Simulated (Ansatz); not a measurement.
Relaxed-ion elastic tensor of Os (fcc (Cu type), Fm-3m) in GPa (Voigt order), the program Ansatz at the PBEsol level (PAW); density 22.66 g/cm³, 13.94 Å³ per atom.

```
653  311  311  0.0  0.0  0.0
311  653  311  0.0  0.0  0.0
311  311  653  0.0  0.0  0.0
0.0  0.0  0.0  344  0.0  0.0
0.0  0.0  0.0  0.0  344  0.0
0.0  0.0  0.0  0.0  0.0  344
```

Problem. Is the crystal mechanically stable?

Solution. Yes: the smallest eigenvalue of C is 342 GPa.

Problem. Work out the Voigt, Reuss and Hill averages.

Solution. K_V = 425, K_R = 425, K_H = 425; G_V = 275, G_R = 245, G_H = 260 GPa.

Problem. Give Young's modulus, Poisson's ratio, Pugh's ratio and the universal anisotropy index.

Solution. E = 9KG/(3K + G) = 647 GPa; ν = 0.25; K/G = 1.64 (brittle by the Pugh limit of 1.75); A_U = 5G_V/G_R + K_V/K_R − 6 = 0.61.

Problem. Estimate the sound speeds and the Debye temperature.

Solution. v_l = √((K + 4G/3)/ρ) = 5830 m/s, v_t = √(G/ρ) = 3390 m/s, mean 3760 m/s; Θ = (h/k)(3n/4πV)^(1/3) v_m = 465 K.

Problem. Give the Zener ratio and Young's modulus along [100], [110] and [111].

Solution. A = 2C44/(C11 − C12) = 2.01; 1/E = S11 − 2(S11 − S12 − S44/2)Γ with Γ = 0, 1/4, 1/3 gives 452, 677, 812 GPa.

Problem. Solve the Christoffel equation for the three sound speeds along [100], [110], [111].

Solution. Eigenvalues of C_ijkl n_j n_l equal ρv². In km/s, slowest first: [100] 3.90, 3.90, 5.37; [110] 2.75, 3.90, 6.04; [111] 3.18, 3.18, 6.24.

The workflow started from an entry of the Crystallography Open Database (COD), which files this formula under 2 space groups. It is not the phase usual at ambient conditions (space group No. 194). The cell was relaxed with PBEsol under the symmetry of its start; its stability against distortions is not shown here. No spin polarisation was allowed. As this level gives no gap, shear constants depend on the k-mesh and smearing (Fermi–Dirac, 0.1 eV here). Scalar-relativistic: spin–orbit coupling is off unless named, which matters more the heavier the elements.

Potentials: the earlier of the program's two PAW sets. The files were generated under PBE; for other functionals the program regenerates the frozen cores, and for LDA and PBEsol the local potential too.
